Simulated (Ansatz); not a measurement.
The relaxation started from an entry of Materials Project.

A relaxed cell of ScAlCO (P6₃mc (No. 186)), relaxed on a k-mesh at least as fine as the one used below. All values below come from r2SCAN (plane waves to 500 eV, PAW, scalar-relativistic; Ansatz, an electronic-structure program). Γ-centred k-mesh 8×8×3 on the run's cell (coarser than for final values), Fermi–Dirac smearing 0.05 eV.

```
ScAlCO
1.0
    3.24424     0.00000     0.00000
   -1.62212     2.80960     0.00000
    0.00000     0.00000    10.17754
Sc Al C O
2 2 2 2
Direct
  0.66667   0.33333   0.80382
  0.33333   0.66667   0.30382
  0.00000   0.00000   0.52055
  0.00000   0.00000   0.02055
  0.33333   0.66667   0.94192
  0.66667   0.33333   0.44192
  0.00000   0.00000   0.69703
  0.00000   0.00000   0.19703
```

The atoms are displaced by (Å):

```csv
atom,ux,uy,uz
Sc1,-0.282,-0.194,-0.010
Sc2,0.052,-0.063,0.168
Al3,0.162,-0.081,0.052
Al4,0.266,-0.192,0.361
C5,-0.037,0.286,-0.039
C6,-0.077,-0.122,-0.054
O7,-0.341,-0.188,-0.193
O8,0.221,-0.010,0.138
```

Question: What forces (eV/Å) and pressure result?

Answer: 
```json
[
 {"atom": "Sc1", "Fx": "-0.04", "Fy": "1.67", "Fz": "-0.49"},
 {"atom": "Sc2", "Fx": "0.08", "Fy": "-0.27", "Fz": "-0.50"},
 {"atom": "Al3", "Fx": "-1.74", "Fy": "-0.81", "Fz": "-2.42"},
 {"atom": "Al4", "Fx": "-2.33", "Fy": "0.55", "Fz": "-7.01"},
 {"atom": "C5", "Fx": "2.20", "Fy": "-3.06", "Fz": "1.77"},
 {"atom": "C6", "Fx": "2.94", "Fy": "1.31", "Fz": "0.89"},
 {"atom": "O7", "Fx": "0.13", "Fy": "0.46", "Fz": "4.17"},
 {"atom": "O8", "Fx": "-1.22", "Fy": "0.15", "Fz": "3.60"}
]
```

Pressure +14.1 GPa.

Question: Estimate the energy cost of the displacement in the harmonic approximation and compare with the calculation.

Answer: For a harmonic well ΔE = −½ Σ F·u = 3.071 eV a cell, or 384 meV/atom. The calculated energy relative to the undisplaced cell is +440 meV/atom, so anharmonic terms matter at this amplitude.

No spin polarisation in the result.

The run that gave the undisplaced cell could not lose the symmetry of its start; a randomly shaken copy of 8 atoms returns to this structure.
